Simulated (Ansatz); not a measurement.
Sn$_{2}$PbSe$_{3}$:
```yaml
crystal:
  lattice:
    - [4.24467, 0.00000, 0.00000]
    - [-2.12233, 3.67599, 0.00000]
    - [0.00000, 0.00000, 10.39240]
  atoms:
    - { symbol: Sn, position: [0.33333, 0.66667, 0.66347] }
    - { symbol: Sn, position: [0.66667, 0.33333, 0.33653] }
    - { symbol: Pb, position: [0.00000, 0.00000, 0.00000] }
    - { symbol: Se, position: [0.33333, 0.66667, 0.17386] }
    - { symbol: Se, position: [0.66667, 0.33333, 0.82614] }
    - { symbol: Se, position: [0.00000, 0.00000, 0.50000] }
```

Relaxed with PBEsol. Special points in fractions of this cell's reciprocal vectors: Γ (0.000, 0.000, 0.000); M (0.500, 0.000, 0.000); K (0.333, 0.333, 0.000); A (0.000, 0.000, 0.500); L (0.500, 0.000, 0.500); H (0.333, 0.333, 0.500).

**Question.** List the band energies nearest the Fermi level at these points for DFT-PBEsol in the program Ansatz with PAW potentials.

**Answer.** In eV from the Fermi level; about four levels below and three above (degenerate sets whole), none deeper than 8.9 eV; points with the same levels are listed once.

```tsv
k	below	above
Γ	-2.08 -2.08 -0.84 -0.72	0.97 1.40 1.64 1.64
M	-2.69 -2.67 -1.71 -1.36	1.43 1.49 2.28 2.28
K	-2.93 -2.53 -1.92 -1.92	2.45 2.45 2.47
A	-2.01 -2.01 -1.67 -1.66 -0.20	0.26 1.15 1.15
L	-3.03 -2.02 -2.01 -0.20	0.29 1.17 1.17
H	-4.02 -4.02 -1.34 -0.82 -0.82	1.14 1.14 1.19
```

Space group P-3m1. The first step of the workflow began from a Materials Project structure, measured or hypothetical; the Crystallography Open Database copy checked does not list it. With Sn and Pb taken as one species the cell has the higher symmetry Fm-3m, so it may be an ordered model of a mixed-site phase. Its standing as an ambient phase is unchecked. The cell was relaxed with PBEsol under the symmetry of its start; of distortions, only those at the zone centre were tested. The Fermi level of a semimetal is unsure by some 0.05 eV on such meshes. Scalar-relativistic: spin–orbit coupling is off unless named, which matters more the heavier the elements.

Potentials: the later of the program's two PAW sets.
